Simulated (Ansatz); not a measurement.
Mg₂TiO₄ — Ti-47 NMR of the central transition

Cell: a Materials Project structure (computed, not necessarily an observed phase).

```cif
data_Mg2TiO4
_symmetry_space_group_name_H-M 'P4_122'
_symmetry_Int_Tables_number 91
_cell_length_a 5.9801
_cell_length_b 5.9801
_cell_length_c 8.3982
_cell_angle_alpha 90.000
_cell_angle_beta 90.000
_cell_angle_gamma 90.000
loop_
_atom_site_label
_atom_site_type_symbol
_atom_site_symmetry_multiplicity
_atom_site_Wyckoff_symbol
_atom_site_fract_x
_atom_site_fract_y
_atom_site_fract_z
Mg1 Mg 4 a 0.0000 0.2476 0.0000
Mg4 Mg 4 c 0.2521 0.2521 0.3750
Ti Ti 4 b 0.2371 0.5000 0.7500
O13 O 8 d 0.0262 0.2622 0.7525
O15 O 8 d 0.2605 0.4828 0.9838
```

One atom of each set is listed.

Computed with Ansatz: DFT, PBE, plane waves and PAW, scalar-relativistic, 420 eV cutoff, Γ-centred 4×4×3 k-points, Fermi–Dirac smearing 0.02 eV.

Ti-47 has I = 5/2 and Q = 302.0 mb (Pyykkö 2018); at 18.8 T its Larmor frequency is ν₀ = 45.2 MHz. Only the quadrupole interaction is simulated: positions count from each site's isotropic chemical shift, and shift anisotropy, dipolar and J coupling are left out.

Simulated pattern of one Ti site (static powder, Gaussian broadening 2 kHz):

```csv
offset (kHz),height
-52.71,0
-50.03,2
-47.36,38
-44.68,54
-42.00,59
-39.32,65
-36.65,74
-33.97,97
-31.29,92
-28.61,71
-25.93,63
-23.26,58
-20.58,54
-17.90,52
-15.22,50
-12.54,49
-9.87,48
-7.19,48
-4.51,47
-1.83,48
0.85,41
3.52,38
6.20,40
8.88,43
11.56,47
14.24,54
16.91,68
19.59,100
22.27,72
24.95,41
27.63,3
30.30,0
```

Task: Which |C_Q| and η does the pattern imply?

Result: The pattern spans 73.9 kHz before broadening and its centre of gravity is at -12.3 kHz, which fixes P_Q; the places of the horns and steps fix η. That gives P_Q = 9.62 MHz, |C_Q| = 9.56 MHz and η = 0.19. The sign of C_Q can't be read from the pattern.
